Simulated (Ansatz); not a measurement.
What a change of settings does to a run on TaAs

The cell is the one relaxed in the Materials Project (mp-1936), not relaxed further here; entries there can be hypothetical.

First run: DFT, LDA, PAW with Ansatz's default frozen-core files, scalar-relativistic (Ansatz 0.2.0).

Command: `ansatz run input.yaml --threads 1 --pin off --max-ram 4096MiB --backend cpu --events-out ev --progress --plain --runs-dir out` The run took about 85 s on 1 thread of a shared machine.

```yaml
crystal:
  lattice:
    - [-1.7218133622, 1.7218133622, 5.8679415361]
    - [1.7218133622, -1.7218133622, 5.8679415361]
    - [1.7218133622, 1.7218133622, -5.8679415361]
  atoms:
    - { symbol: Ta, position: [0.2499673, 0.7499673, 0.5] }
    - { symbol: Ta, position: [0.4999673, 0.4999673, 0.0] }
    - { symbol: As, position: [0.83263212, 0.33263212, 0.5] }
    - { symbol: As, position: [0.08263212, 0.08263212, 0.0] }
kpoints:
  mp_grid: { grid: [15, 15, 15] }
  band_path:
    path:
      - [0.0, 0.0, 0.0]
      - [0.0, 0.0, 0.5]
      - [0.25, 0.25, 0.25]
      - [0.0, 0.5, 0.0]
      - [0.0, 0.0, 0.0]
      - [0.5, 0.5, -0.5]
      - [0.2715248731, 0.7284751269, -0.2715248731]
      - [-0.2715248731, 0.2715248731, 0.2715248731]
      - [0.0, 0.0, 0.0]
    npoints: 8
scf:
  occupations: { method: fermi_dirac, width: 0.08 }
hamiltonian:
  xc: lda
  pseudopotentials: { kind: paw }
output:
  forces: true
  stress: true
  eigenvalues: true
  efg: { contact_densities: true }
  populations: true
  bader: true
  dos: { projected: true, de: 0.2, e_range: [-14, 8] }
  write_density: true
  write_potential: true
  elf: true
  volumetric_format: npy
```

Result: converged; pressure -7.55 GPa; largest force 0.016 eV/Å; no gap on the k mesh; 7 SCF iterations.

Spin–orbit coupling is left out, though it moves levels of the heavy atoms by tenths of an eV or more.

A second input differs as follows:

```diff
@@ -25,4 +25,5 @@
 scf:
   occupations: { method: fermi_dirac, width: 0.08 }
+  max_iter: 5
 hamiltonian:
   xc: lda
@@ -34,9 +35,3 @@
   efg: { contact_densities: true }
   populations: true
-  bader: true
-  dos: { projected: true, de: 0.2, e_range: [-14, 8] }
-  write_density: true
-  write_potential: true
-  elf: true
-  volumetric_format: npy
```

Task: What is wrong with it, and what does the program do?

Result: The fault is too few SCF iterations. The run did not converge (5 SCF iterations). The log ends:
```
preconditioner: auto → Kerker (q_TF=auto, 2.631 Å⁻¹)  [metal: Δε(μ)=0.013 eV  Ē_g=7.472 eV  σ=0.080 eV  W_gap=0.04  n_scr=24 (ndim 8)  ℏωp=19.9 eV  f_vac=0.000  D(μ)=0.45/eV (n_scr^D=2)]
SCF iter   2: F=—  HF=-28915.035638 eV  |F-HF|=—  |Δ(HF+E_count)|=   6.71e-3  Δρ=5.07e-3  dr2=1.29e-2  ethr=6.43e-5  ⟨swp⟩=1.0  Hψ=12096  notcnv=0
SCF iter   3: F=—  HF=-28915.032279 eV  |F-HF|=—  |Δ(HF+E_count)|=   3.36e-3  Δρ=6.40e-4  dr2=3.10e-4  ethr=2.30e-5  ⟨swp⟩=3.6  Hψ=51980  notcnv=0
SCF iter   4: F=—  HF=-28915.032136 eV  |F-HF|=—  |Δ(HF+E_count)|=   1.44e-4  Δρ=1.08e-4  dr2=1.02e-5  ethr=5.53e-7  ⟨swp⟩=2.2  Hψ=32172  notcnv=0
SCF iter   5: F=—  HF=-28915.032135 eV  |F-HF|=—  |Δ(HF+E_count)|=   1.18e-6  Δρ=3.19e-5  dr2=9.12e-7  ethr=1.82e-8  ⟨swp⟩=1.1  Hψ=28580  notcnv=0
Error: did not converge after 5 iterations: dr2 = 9.12e-7 (threshold 1.00e-7), under the density mixer `msr1`, which `scf.mixing.algorithm: auto` chose by the deck's other keys (type `scf.mixing.algorithm: msr1` to keep it); raise `scf.max_iter`, which need not help a stalled SCF, or adjust the mixing (`scf.mixing`) or, under a smearing, its width (`scf.occupations.width`, in either direction: another width is another result); this SCF holds its density and magnetisation to the symmetry operations that it keeps, and cannot end on a state that breaks one of them: if the state sought breaks one, re-run with `crystal.symmetry.detect: false`, without `crystal.symmetry.time_reversal: true`, on a non-collinear deck whose state breaks time reversal, with `crystal.symmetry.time_reversal: false` beside it (there exact exchange or a DFT+U term alone can polarise the run; a magnetic state wants starting moments), where the deck allows it (that run may end on another state, and need not converge either) — the other mixer that `auto` picks from is left to try (`scf.mixing.algorithm: broyden`); it can need more iterations, either can converge an SCF that the other leaves open, and the two can end on different states; the input reference at `scf.mixing.algorithm` says more, and from which start to try it
```
